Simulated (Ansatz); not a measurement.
The relaxed structure here is a generated cell of ZrSe2: the first start was made by placing the elements on the sites of a structure type, and the end was not matched to a known phase here, so it may be hypothetical. Known forms of ZrSe2 include space group No. 164.

A structure of ZrSe2 relaxed with PBEsol (plane waves to 420 eV, PAW, scalar-relativistic; Ansatz, a first-principles code); single points at other levels follow on the same geometry (Ansatz, PAW; HSE06 at 420 eV on a 4×4×6 k-mesh; no spin-orbit coupling). Space group Pnnm (No. 58).

```
ZrSe2
1.0
    5.91100     0.00000     0.00000
    0.00000     6.67113     0.00000
    0.00000     0.00000     3.74740
Zr Se
2 4
Direct
  0.50000   0.00000   0.00000
  0.00000   0.50000   0.50000
  0.73884   0.34643   0.00000
  0.23884   0.15357   0.50000
  0.76116   0.84643   0.50000
  0.26116   0.65357   0.00000
```

```
level   gap (eV)      kind  conduction minimum
------  --------  --------  ------------------
PBEsol      0.19  indirect                   S
HSE06       0.31         –                   Γ
```

HSE06 gaps come from a coarse mesh plus a few chosen points, so they may be too large. No spin polarisation in the result.

It was reached from a disturbed copy of a P4₂/mnm (No. 136) cell (rutile type), against which it lies -0.02 eV/atom.
